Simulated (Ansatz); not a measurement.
HfO2:
```
HfO2
1.0
    3.60432     0.00000     0.00000
    0.00000     3.60432     0.00000
    0.00000     0.00000     5.26455
Hf O
2 4
Direct
  0.00000   0.00000   0.00000
  0.50000   0.50000   0.50000
  0.00000   0.50000   0.19327
  0.00000   0.50000   0.69327
  0.50000   0.00000   0.30673
  0.50000   0.00000   0.80673
```

Relaxed with PBE. Special points in fractions of this cell's reciprocal vectors: Γ (0.000, 0.000, 0.000); X (0.000, 0.500, 0.000); M (0.500, 0.500, 0.000); Z (0.000, 0.000, 0.500); R (0.000, 0.500, 0.500); A (0.500, 0.500, 0.500).

### Question
List the band energies nearest the valence-band maximum at these points for plane-wave PAW PBE (Ansatz code).

### Answer
In eV from the valence-band maximum; about four levels below and three above (degenerate sets whole), none deeper than 8.9 eV; points with the same levels are listed once.

| k | below | above |
|---|---|---|
| Γ | -0.78 -0.15 -0.06 -0.06 | 4.67 4.69 5.84 |
| X | -1.36 -1.36 -0.16 -0.16 | 5.05 5.05 6.01 6.01 |
| M | -0.74 -0.74 -0.62 -0.62 | 5.74 5.74 5.99 5.99 |
| Z | -0.72 -0.72 0.00 0.00 | 5.29 5.29 5.60 5.60 |
| R | -1.37 -1.37 -0.89 -0.89 | 5.16 5.16 5.55 5.55 |
| A | -1.45 -1.45 -0.07 -0.07 | 5.82 5.82 6.24 6.24 |

Space group P4_2/nmc. This is a known high-temperature phase of the composition, computed here at zero pressure and temperature. The cell was relaxed with PBE under the symmetry of its start; phonons on a q-mesh show weakly imaginary modes. No spin polarisation was allowed. Scalar-relativistic: spin–orbit coupling is off unless named, which matters more the heavier the elements.

Potentials: the later of the program's two PAW sets.
